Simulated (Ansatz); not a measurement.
Here is the system:

BiSe:
```cif
data_Bi4Se4
_chemical_formula_sum 'Bi4 Se4'
_space_group_name_H-M_alt 'Fm-3m'
_space_group_IT_number 225
_space_group_name_Hall '-F 4 2 3'
_cell_length_a 6.01571
_cell_length_b 6.01571
_cell_length_c 6.01571
_cell_angle_alpha 90.000
_cell_angle_beta 90.000
_cell_angle_gamma 90.000
loop_
_atom_site_label
_atom_site_type_symbol
_atom_site_symmetry_multiplicity
_atom_site_Wyckoff_symbol
_atom_site_fract_x
_atom_site_fract_y
_atom_site_fract_z
_atom_site_occupancy
Bi1 Bi 4 a 0.00000 0.00000 0.00000 1
Se1 Se 4 b 0.50000 0.50000 0.50000 1
```
(The calculation used a cell of 2 atoms; values per cell refer to that cell.)

This is the LDA-relaxed structure.

All from the program Ansatz at the LDA level (PAW), unless another level is named. Predict the highest zone-centre frequency.

112 cm⁻¹.

And the bulk modulus (Birch–Murnaghan fit)?

67.0 GPa.

The first step of the workflow began from a Materials Project structure, measured or hypothetical; the Crystallography Open Database files this formula in space group No. 225, but the cells were not matched. Whether it is the stable phase at ambient conditions was not checked. Symmetry was held in the LDA relaxation. At this level the phase is mechanically unstable. With an odd number of electrons in the cell and no spin polarisation, the count alone makes it a metal. As this level gives no gap, phonon frequencies hold no LO–TO term and depend on the k-mesh and smearing (Fermi–Dirac, 0.1 eV here). Scalar-relativistic: spin–orbit coupling is off unless named, which matters more the heavier the elements.

Potentials: the later of the program's two PAW sets.
